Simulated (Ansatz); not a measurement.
Rb2NaYF6:
```xyz
10
Lattice="0.0000 4.4145 4.4145 4.4145 0.0000 4.4145 4.4145 4.4145 0.0000" Properties=species:S:1:pos:R:3 pbc="T T T"
Rb     6.6218     6.6218     6.6218
Rb     2.2073     2.2073     2.2073
Na     4.4145     4.4145     4.4145
Y      0.0000     0.0000     0.0000
F      2.1599     4.4145     4.4145
F      6.6691     4.4145     4.4145
F      4.4145     2.1599     4.4145
F      4.4145     6.6691     4.4145
F      4.4145     4.4145     2.1599
F      4.4145     4.4145     6.6691
```

Relaxed with r²SCAN. Special points in fractions of this cell's reciprocal vectors: Γ (0.000, 0.000, 0.000); X (0.500, 0.000, 0.500); U (0.625, 0.250, 0.625); K (0.375, 0.375, 0.750); L (0.500, 0.500, 0.500); W (0.500, 0.250, 0.750).

List the band energies nearest the valence-band maximum at these points for plane-wave PAW r²SCAN (Ansatz code).

In eV from the valence-band maximum; about four levels below and three above (degenerate sets whole), none deeper than 8.9 eV; points with the same levels are listed once.

```csv
k,below,above
Γ,-0.15 -0.15 -0.15 0.00 0.00 0.00,7.60 9.21 9.21 9.21
X,-0.39 -0.22 -0.22 -0.01,9.32 9.40 9.40
U,-0.30 -0.25 -0.23 -0.07,9.32 9.38 9.38
L,-0.22 -0.22 -0.22 -0.22 -0.16,9.30 9.30 9.35
W,-0.33 -0.33 -0.13 -0.13,9.35 9.35 9.40
```

Space group Fm-3m. The first step of the workflow began from a Materials Project structure, measured or hypothetical; the Crystallography Open Database files this formula in space group No. 225, but the cells were not matched. Its standing as an ambient phase is unchecked. Symmetry was held in the r²SCAN relaxation; whether a distortion lowers the energy is not shown. The run is not spin-polarised. Scalar-relativistic: spin–orbit coupling is off unless named, which matters more the heavier the elements.

Potentials: the later of the program's two PAW sets.
